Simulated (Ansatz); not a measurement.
GaN (zinc blende)

```yaml
crystal:
  lattice:
    - [0.00000, 4.54879, 4.54879]
    - [2.27440, 2.27440, 4.54879]
    - [2.27440, 2.27440, 0.00000]
  atoms:
    - { symbol: N, position: [0.00000, 0.75000, 0.75000] }
    - { symbol: N, position: [0.50000, 0.75000, 0.75000] }
    - { symbol: Ga, position: [0.00000, 0.00000, 0.00000] }
    - { symbol: Ga, position: [0.50000, 0.00000, 0.00000] }
```

A phonon eigenvector at X = (0.5, 0.5, 0.0) is frozen into this cell: atom i moves by Q times the vector below, so Q is the largest atomic displacement, in Å. The cell is held. (q is in reciprocal vectors of the primitive cell; the cell shown is doubled to hold the pattern.)

| atom | x | y | z |
|---|---|---|---|
| N1 | 0.000 | 0.000 | 1.000 |
| N2 | 0.000 | 0.000 | -1.000 |

Atoms not listed stay in place.

Calculation: PBE (plane waves to 420 eV, PAW, scalar-relativistic; Ansatz, a quantum-chemistry and plane-wave program). k mesh 12×12×12 (Γ-centred), Fermi-Dirac smearing 0.05 eV. GaN was relaxed with its symmetry unable to fall. The PAW data are Ansatz's earlier set.

At one point of the scan the forces (eV/Å) are:

| atom | Fx | Fy | Fz |
|---|---|---|---|
| N1 | 0.000 | 0.000 | 3.805 |
| N2 | 0.000 | 0.000 | -3.805 |
| Ga3 | 0.000 | 0.000 | 0.000 |
| Ga4 | 0.000 | 0.000 | 0.000 |

### Question
Which point is it?
(A) Q = -0.120 Å
(B) Q = -0.060 Å
(C) Q = -0.180 Å
(D) Q = -0.090 Å

### Answer
C, Q = -0.180 Å

(For displaced atoms, the force is minus the slope of the energy, and its curvature is a force constant, which sets phonon frequencies.)
